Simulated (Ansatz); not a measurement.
Bi:
```xyz
1
Lattice="3.2505 0.0000 0.0000 0.0000 3.2505 0.0000 0.0000 0.0000 3.2505" Properties=species:S:1:pos:R:3 pbc="T T T"
Bi     0.0000     0.0000     0.0000
```

Relaxed with r²SCAN.

Question: Map the electron localisation function on the plane through (0.000, 0.000, 0.000) spanned by u = [1, 0, 0] and v = [0, 1, 0] in lattice vectors, from r²SCAN (plane waves, PAW; program Ansatz).

Answer: x is the fraction of u, y of v (the angle between them is 90°; rows are the nearest grid lines); atoms in the plane: Bi at (0.00, 0.00).
```
|61148999999984116|
|10158999999985101|
|11479999899997411|
|45799998789999754|
|88999986568999988|
|99999864346899999|
|99998642124689999|
|99986420002468999|
|99875310001357899|
|99986420002468999|
|99998642124689999|
|99999864346899999|
|88999986568999988|
|45799998789999754|
|11479999899997411|
|10158999999985101|
|61148999999984116|
```
Scale: ten equal steps from 0.079 (start of '0') to 0.441 (end of '9'), in the order '0123456789'; x runs from 0.000 to 1.00, y from 0.000 (bottom) to 1.00 (top).

The density is the valence pseudo-density with augmentation charge, so density and ELF within about 1 Å of a nucleus are not all-electron values.

Space group Pm-3m (simple cubic). The start of the workflow was typed in or built on a structure type; neither database checked (COD, Materials Project) lists it. It is not the phase usual at ambient conditions (space group No. 166). The r²SCAN relaxation kept the symmetry of its start; whether a distortion lowers the energy is not shown. Scalar-relativistic: spin–orbit coupling is off unless named, which matters more the heavier the elements.

Potentials: the earlier of the program's two PAW sets.
